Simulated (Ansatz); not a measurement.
Y (hcp (Mg type), P6_3/mmc) at seven volumes, DFT-r²SCAN in the program Ansatz with PAW potentials, shape and atoms relaxed at each. One row is withheld.

```
V (Å³/atom)  P (GPa)
-----------  -------
30.480          4.47
31.485          2.80
32.489          1.31
33.494          0.00
34.499         -1.16
35.504             ?
36.509         -3.07
```

Fit the shown pressures and predict the withheld one.

P = (3/2)B₀(x^(7/2) − x^(5/2))[1 + (3/4)(B′ − 4)(x − 1)] with x = (V₀/V)^(2/3). Least squares on the six rows gives V₀ = 33.495 Å³/atom, B₀ = 40.9 GPa, B′ = 3.17. At V = 35.504, x = 0.9619 and P = -2.17 GPa. The run itself gave -2.18 GPa.

The cell was relaxed with r²SCAN under the symmetry of its start; of distortions, only those at the zone centre were tested. No spin polarisation was allowed.

Potentials: the later of the program's two PAW sets.
